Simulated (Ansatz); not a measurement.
The elements of this relaxed trial crystal are hidden behind letters.

```
lattice vectors (Å)
   4.2441    0.0000    0.0000
  -2.1220    3.6755    0.0000
   0.0000    0.0000    7.6275
fractional positions
X 0.0000 0.0000 0.0000
X 0.0000 0.0000 0.5000
Z 0.5000 0.0000 0.5000
Z 0.0000 0.5000 0.5000
Z 0.5000 0.5000 0.5000
Z 0.0000 0.0000 0.2390
Z 0.0000 0.0000 0.7610
```

Computed with DFT PBE, scalar-relativistic, plane waves, PAW in Ansatz. Settings of the last relaxation (7-atom cell): 420 eV, 12×12×6 k points, Gaussian smearing of 0.10 eV, collinear spin.

* Space group: P6/mmm (No. 191)
* Conventional cell: a = 4.244 Å, c = 7.627 Å
* Volume per atom: 17.00 Å³
* Density: 1.79 g/cm³
* Energy over the elements: −0.10 eV/atom
* Gap on the 12×12×6 mesh of the 7-atom cell: 0 eV (a metal)
* Net moment per atom: 0.41 μB

Energies are uncorrected and count from the elements' standard states at the same level.

**Question.** X is an s-block element of period 3 and Z is a p-block element of period 2. Which elements are they?

**Answer.** X = Mg, Z = O, so the formula is Mg2O5. Density times volume gives a mean mass of 1.79 × 17.00/1.6605 = 18.3 u per atom, and this set has 18.4 u. Among the elements that the hints allow, noble gases aside, only these give it. Mg on its first site is surrounded by 2 O at 1.82 Å; Mg on its second site has 2 O at 1.99 Å and 6 O at 2.12 Å; around O on a site of symmetry mmm lie 2 Mg at 2.12 Å and 4 O at 2.12 Å; 1 more site not described.

Another magnetic order may lie lower. A structure relaxed within its symmetry needn't be a true minimum.
